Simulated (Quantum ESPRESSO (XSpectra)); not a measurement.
# The core hole at the P K edge of Mg2P2O7 (C2/m)

```
CELL_PARAMETERS angstrom
      3.22015    -4.13844     0.00000
      3.22015     4.13844     0.00000
     -1.05229     0.00000     4.37320
ATOMIC_POSITIONS crystal
  Mg 0.68793 0.31207 0.50000
  Mg 0.31207 0.68793 0.50000
  P  0.78009 0.78009 0.09325
  P  0.21991 0.21991 0.90675
  O  0.92560 0.62126 0.27967
  O  0.07440 0.37874 0.72033
  O  0.37874 0.07440 0.72033
  O  0.62126 0.92560 0.27967
  O  0.00000 0.00000 0.00000
  O  0.61907 0.61907 0.78722
  O  0.38093 0.38093 0.21278
```

Geometry: Materials Project entry mp-5427 (a computed structure). The cell is the entry's, not relaxed again.

Absorber: atom 3, P on Wyckoff site i (site symmetry m), with 3 O at 1.52 Å, 1 O at 1.57 Å.

Method: LDA, no, half or full core hole, dipole K-edge X-ray absorption, plane waves, Troullier-Martins potentials made with ld1.x, scalar-relativistic, no spin, constant broadening (Quantum ESPRESSO (XSpectra)).

Full-hole run: 44-atom cell (absorber images 7.4 Å apart), 70 Ry, k meshes 2×2×2 (SCF) and 3×3×3 (spectrum), Lorentzian half width 0.7 eV. The ground-state test found a gap, so occupations are fixed and the excited electron is left out (charged cell on a uniform background); energies count from the highest occupied level. Field directions run: x; y; z, weighted by the site's symmetry in the crystal. Intensities are scaled to a mean of 1 over 0–35 eV.

The half-hole run shares these settings; the run without a hole takes the primitive cell with a 4×4×5 mesh.

| core hole | mean 0–10 eV | mean 10–20 eV | mean 20–30 eV | highest value below 30 eV |
|---|---|---|---|---|
| none (primitive cell) | 0.62 | 1.23 | 1.14 | 2.4 |
| half | 1.10 | 1.01 | 1.07 | 3.5 |
| full | 1.46 | 0.91 | 0.91 | 4.4 |

From no hole to a full hole the mean over the first 10 eV goes from 0.62 through 1.10 to 1.46: the hole pulls absorption towards the edge. For scale, a 88-atom cell moves the full-hole means to 1.47, 0.91, 0.90. Each run counts from its own energy zero.
